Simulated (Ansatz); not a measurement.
CsBr (CsCl type)

```
CELL_PARAMETERS angstrom
      4.32348     0.00000     0.00000
      0.00000     4.32348     0.00000
      0.00000     0.00000     4.32348
ATOMIC_POSITIONS crystal
  Cs 0.00000 0.00000 0.00000
  Br 0.50000 0.50000 0.50000
```

This relaxed cell (volume V₀) is scaled evenly in all directions, its shape held. Symmetry pins the atoms to their sites.

Level of theory: r2SCAN (plane waves to 500 eV, PAW, scalar-relativistic; Ansatz, a program for electronic structure). k mesh 8×8×8 (Γ-centred), Fermi-Dirac smearing 0.05 eV. E stands for the smeared free energy. Compression counts positive. CsBr was relaxed with its symmetry unable to fall. ΔE is measured from the relaxed starting cell.

Give the computed ΔE (meV/atom) and P (GPa) at V/V₀ = 0.940, 0.990, 1.020, 1.040, 1.050, 1.060.


```json
[
 {"V/V₀": "0.940", "ΔE (meV/atom)": "8.0", "P (GPa)": "1.12"},
 {"V/V₀": "0.990", "ΔE (meV/atom)": "0.2", "P (GPa)": "0.16"},
 {"V/V₀": "1.020", "ΔE (meV/atom)": "0.7", "P (GPa)": "-0.29"},
 {"V/V₀": "1.040", "ΔE (meV/atom)": "2.8", "P (GPa)": "-0.54"},
 {"V/V₀": "1.050", "ΔE (meV/atom)": "4.4", "P (GPa)": "-0.66"},
 {"V/V₀": "1.060", "ΔE (meV/atom)": "6.2", "P (GPa)": "-0.77"}
]
```

(A scan under strain: stresses follow from slopes of the energy per volume, elastic moduli from its curvatures.)
